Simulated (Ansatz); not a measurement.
**TaTi (Cmmm): field of 500 T on the spins**

Method: Ansatz, DFT, PBEsol, PAW with Ansatz's default frozen-core files, scalar-relativistic.

Command: `ansatz run input.yaml --threads 1 --pin off --max-ram 3072MiB --backend cpu --events-out ev --progress --plain --runs-dir out`

```yaml
crystal:
  lattice:
    - [1.632875675, -2.29749265, 0.0]
    - [1.632875675, 2.29749265, 0.0]
    - [0.0, 0.0, 4.68412869]
  atoms:
    - { symbol: Ti, position: [0.5, 0.5, 0.5], spin: 0.05 }
    - { symbol: Ta, position: [0.0, 0.0, 0.0], spin: 0.05 }
magnetization:
  spin_polarized: true
  magnetic_field: 500
kpoints:
  mp_grid: { grid: [12, 12, 7] }
scf:
  occupations: { method: fermi_dirac, width: 0.05 }
  convergence: { dr2_threshold: 1.0e-10 }
  lower_state_search: "off"
hamiltonian:
  xc: pbesol
  pseudopotentials: { kind: paw }
output:
  forces: true
  stress: true
  eigenvalues: true
```

Output:

```
Engine: ansatz 0.2.0
Pseudopotentials: kind: paw
Pseudopotential: Ti, paw, valence charge 12, recommended cutoff 420 eV (normal), Ti.paw.azcp
Pseudopotential: Ta, paw, valence charge 13, recommended cutoff 420 eV (normal), Ta.paw.azcp
Functional definition: PBEsol
  exchange = pbesol_x
  correlation = pbesol_c
Crystal: 2 atoms, lattice volume = 35.145 Å³
Basis set: ecut = 420 eV, 677 PW (Γ), exchange–correlation on 40×40×64 points (8 copies of the dense FFT grid, shifted against one another)
Bands: 17, of which v1, the nominal top of the filled ones, is band 13 counted from 1 (12 counted from 0)
Symmetry: 8 space group operations
Space group: Cmmm (ITA 65), of the structure as read, at distance tolerance 3.3e-5 Å
Magnetic group: BNS 65.481 (UNI 579), of the structure as read, at distance tolerance 3.3e-5 Å
k-points: 172 of 1008
Non-local potential: Ti, projectors of the file, l = 0: 3, l = 1: 2, l = 2: 3, l = 3: 1
Non-local potential: Ta, projectors of the file, l = 0: 3, l = 1: 2, l = 2: 2, l = 3: 1
PAW form: soft (Blöchl's): semilocal exchange-correlation on the pseudo side does not see the compensation charge
PAW frozen core: Ti, regenerated for the run's functional, and the local potential with it (the file was generated under x = pbe(κ = 0.804, μ = 0.2195149727645171), c = pbe(β = 0.06672455060314922))
PAW frozen core: Ta, regenerated for the run's functional, and the local potential with it (the file was generated under x = pbe(κ = 0.804, μ = 0.2195149727645171), c = pbe(β = 0.06672455060314922))
PAW one-centre angular grid: Ti, 590 points (default); XC on 64 Gauss nodes
PAW one-centre angular grid: Ta, 590 points (default); XC on 64 Gauss nodes
Initial density: superposition of atomic densities (chi_scale 0.1, normalization cell)
Starting moments: Σ|m| = 0.1 μB on 2 of 2 sites
Magnetic field: 500 T along the axis of the moments, on the spin alone (28.9419 meV per μB along it)
Initial wavefunctions: pseudopotential atomic-orbital guess
Functional: x = pbesol(κ = 0.804, μ = 0.12345679012345678), c = pbesol(β = 0.046)
SCF iter   1: F=—  HF=-12280.601182 eV  |F-HF|=—  |Δ(HF+E_count)|=         —  Δρ=2.63e-2 (↑2.63e-2 ↓2.52e-2)  dr2=9.92e-1  dr2_m=6.18e-4  M=0.147 μB ∫|m|=0.147 μB  β_m=0.30  ethr=3.10e-3  ⟨swp⟩=4.6  Hψ=24120  notcnv=0
preconditioner: auto → none  [metal: Δε(μ)=0.002 eV  Ē_g=4.261 eV  σ=0.050 eV  W_gap=0.01  n_scr=6 (ndim 8)  ℏωp=18.8 eV  f_vac=0.000  D(μ)=3.43/eV (n_scr^D=42)  sad-step TF]
[...]
SCF iter  16: F=—  HF=-12280.284738 eV  |F-HF|=—  |Δ(HF+E_count)|=   9.54e-7  Δρ=9.88e-6 (↑8.32e-6 ↓9.88e-6)  dr2=8.02e-9  dr2_m=2.45e-8  M=0.369 μB ∫|m|=0.369 μB  β_m=0.77  ethr=4.95e-10  ⟨swp⟩=2.1  Hψ=10011  notcnv=0  defer=1
SCF iter  17: F=—  HF=-12280.284738 eV  |F-HF|=—  |Δ(HF+E_count)|=   1.51e-7  Δρ=2.14e-6 (↑2.14e-6 ↓1.55e-6)  dr2=1.07e-9  dr2_m=9.30e-10  M=0.367 μB ∫|m|=0.367 μB  β_m=0.73  ethr=3.21e-11  ⟨swp⟩=2.7  Hψ=10761  notcnv=0  defer=1
[...]
  E_band       = -260.894866
  E_kinetic    = 638.327968
  E_local      = -1356.955333  (includes V_loc(G=0)·N_el)
  E_nonlocal   = 27.030091
  E_hartree    = 520.643179
  E_xc         = -313.475289
  E_vxc        = -325.066834  (∫ρ·V_xc dr)
  E_paw        = -9294.954565  (= ΣΔE_a)
  E_vpaw       = -285.506925  (= ΣTr[D̂ρ^β])
  E_aug_tail   = 0.000264  (compensation charges beyond the density's cutoff)
  E_zeeman     = -0.010624  (= −μ_B·B·M)
  E_ewald      = -2501.213383
  E_core_change = 0.353031  (= ΣΔE_core)
  E_smearing   = -0.030077  (= −TS)
  E_closure    = -0.000000  (closes the sum)
  Σ components = -12280.284738   (vs F -12280.284738, Δ=0.00e0)
--- Forces (eV/Å), atoms counted from 1 ---
  atom   1  Ti     0.00000000    -0.00000000     0.00000000
  atom   2  Ta    -0.00000000     0.00000000     0.00000000
  max |Σ_I F_I| component: 1.19e-29 eV/Å
--- Stress (GPa, compression-positive) ---
       -4.468965       0.000000       0.000000
        0.000000      -3.921269      -0.000000
        0.000000      -0.000000      -5.044619
  P = ⅓ Tr σ = -4.4783 GPa (-44.783 kbar)
--- Band table (eV; the first three rows and the last of 344) ---
  k-point 0 ↑: bands = ["-51.1616", "-40.3770", "-17.9401", "-17.3215", "-17.0736", "-16.5569", "-16.4887", "-16.4451", "8.7394", "12.3684", "14.7389", "16.5801", "16.6470", "16.8262", "17.0326", "18.5784", "18.6931"]
  k-point 1 ↑: bands = ["-51.1616", "-40.3772", "-17.9149", "-17.3177", "-17.0736", "-16.5870", "-16.4932", "-16.4451", "8.9146", "12.3485", "14.8021", "16.4858", "16.5822", "16.6646", "16.9836", "18.5365", "18.6868"]
  k-point 2 ↑: bands = ["-51.1615", "-40.3776", "-17.8538", "-17.3090", "-17.0736", "-16.6592", "-16.5034", "-16.4451", "9.3900", "12.1980", "14.9751", "15.9773", "16.2443", "16.4487", "17.4322", "18.3923", "18.6729"]
  k-point 171 ↓: bands = ["-50.9623", "-40.0269", "-18.1293", "-17.6895", "-17.4953", "-16.7837", "-16.5287", "-16.3874", "12.7978", "13.8538", "14.3754", "15.2399", "16.6746", "17.7597", "17.7701", "18.1899", "20.1978"]
```

Site moments (μB): Ti1 0.21, Ta2 0.05. Cell moment 0.37 μB.

The magnetic group in the log treats spin as a scalar label, without spin–orbit coupling.

The PAW files were made with PBE; the program remakes their cores once for the run's functional and then keeps them frozen. The Ansatz runs typed with the search for lower states off end where their start leads. Spin–orbit coupling is left out although heavy atoms are present. The magnetic state is the one that this cell and start allow. It needn't be the compound's measured order, which may need a larger cell or be absent.

It took 18 s on 1 thread of Arm Neoverse V2, on a shared host, peak memory 0.44 GiB.
